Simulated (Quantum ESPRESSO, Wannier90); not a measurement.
## Wannier functions of Ge (P6₃/mmc, model phase)

```
Ge
1.0
    3.99759     0.00000     0.00000
   -1.99879     3.46201     0.00000
    0.00000     0.00000     6.59938
Ge
4
Direct
  0.66667   0.33333   0.06290
  0.33333   0.66667   0.93710
  0.33333   0.66667   0.56290
  0.66667   0.33333   0.43710
```

Structure: Materials Project mp-1007760, symmetrised, not relaxed again. This isn't the element's usual structure (diamond); take it as a model of another phase. Computed values, not measurements, from PBEsol: Quantum ESPRESSO (norm-conserving PseudoDojo potentials, cutoff 63 Ry, spinors with spin-orbit coupling) on a Γ-centred 6×6×4 mesh, then Wannier90. Density: 12×12×6 mesh, cold smearing 0.01 Ry.

Valence charges of the files: Ge 14. 92 bands were computed.

Isolated groups of bands, relative to the Fermi level (bands from 41 on overlap up to the last one computed):

```json
[
 {"bands": "1–16", "from (eV)": "-25.25", "to (eV)": "-25.15", "filling": "filled", "weight on atomic waves": "Ge 3d 100 %"},
 {"bands": "17–40", "from (eV)": "-24.73", "to (eV)": "-24.47", "filling": "filled", "weight on atomic waves": "Ge 3d 100 %"}
]
```

Wanted is a model with the orbitals Ge s p, without the filled groups that are mainly made of other shells (semicore states, and anion s where it isn't named); all higher bands stay in for disentanglement.

Give num_wann, exclude_bands and num_bands, and the number of electrons that the model holds.

Electrons: 4×14 = 56, or 56.0 bands' worth; no gap over 0.05 eV opens at the Fermi level at this level of theory.
num_wann = 2 × (4×4) = 32.
exclude_bands = 1-40, 40 bands, so num_bands = 92 − 40 = 52.
The model holds 56 − 1×40 = 16 electrons. With the window frozen to 1.50 eV it follows pw.x to 9.5 meV rms (states up to 1.0 eV relative to the Fermi level).
